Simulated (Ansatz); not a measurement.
In DFT-r²SCAN in the program Ansatz with PAW potentials, NbAlB in the orthorhombic phase (Cmcm; Al on 4c, B on 4c, Nb on 4c) relaxes to a = 3.338 Å, b = 14.634 Å, c = 3.102 Å. Against the elements it lies at -0.59 eV/atom, with no fitted shifts.

Electronic character: metallic (no gap).

The start of the workflow was typed in or built on a structure type; neither database checked (COD, Materials Project) lists it. Whether it is the stable phase at ambient conditions was not checked. The r²SCAN relaxation kept the symmetry of its start; its stability against distortions is not shown here. No spin polarisation was allowed. The references are the lowest solids computed at this level, not always the standard phases. Scalar-relativistic: spin–orbit coupling is off unless named, which matters more the heavier the elements.

Potentials: the earlier of the program's two PAW sets. The files were generated under PBE; for other functionals the program regenerates the frozen cores, and for LDA and PBEsol the local potential too.
